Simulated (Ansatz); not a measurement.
TiBr2 (CdI2 type, P-3m1) under volume change, LDA in the plane-wave PAW code Ansatz, shape and atoms relaxed at each volume.

```csv
V (Å³/atom),E − E(relaxed) (meV/atom),P (GPa)
19.604,21.9,4.29
20.250,8.6,2.40
20.896,1.9,0.98
21.543,0.0,0.00
22.189,1.4,-0.65
22.835,[?],[?]
23.481,[?],[?]
```

Question: Complete the blanks.

Answer: 
- 23.481, E − E(relaxed) (meV/atom): 8.7
- 23.481, P (GPa): -1.04
- 22.835, E − E(relaxed) (meV/atom): 4.6
- 22.835, P (GPa): -0.95

Question: What does a third-order Birch–Murnaghan fit give for V₀, B₀ and B′?

Answer: V₀ = 21.55 Å³/atom, B₀ = 25.4 GPa, B′ = 13.9.

The workflow started from an entry of the Crystallography Open Database (COD). Its standing as an ambient phase is unchecked. The cell was relaxed with LDA under the symmetry of its start; of distortions, only those at the zone centre were tested. No spin polarisation was allowed. The volume lies over 15 % below that of the usual cell of this phase: another minimum, or an error of the functional. A crystal of weakly bound layers computed without a dispersion correction: the cell and the soft elastic constants depend strongly on that.

Potentials: the later of the program's two PAW sets.
